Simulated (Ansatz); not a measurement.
BP in space group P6_422 (No. 181; B on 3c, P on 3d), plane-wave PAW PBE (Ansatz code), all energies at zero smearing, with the estimated change up to a 700 eV cutoff added, with one set of potentials and settings (totals compare only within such a set). Cell of 6 atoms (3 B, 3 P): -2734.381 eV.

```csv
element,reference phase,E (eV/atom)
B,"R-3m, 12 atoms in the cell",-155.9161
P,"Cmce, 4 atoms in the cell",-755.6743
```

Formation energy per atom, worked out: (-2734.381 − 3×(-155.9161) − 3×(-755.6743))/6 = 0.065 eV/atom (6 kJ per mol of atoms), at 0 K, without zero-point energy or fitted corrections.

The start of the workflow was typed in or built on a structure type; neither database checked (COD, Materials Project) lists it. It is not the phase usual at ambient conditions (space group No. 216). Symmetry was held in the PBE relaxation; its stability against distortions is not shown here. The references are the lowest solids computed at this level, not always the standard phases.

Potentials: the later of the program's two PAW sets.
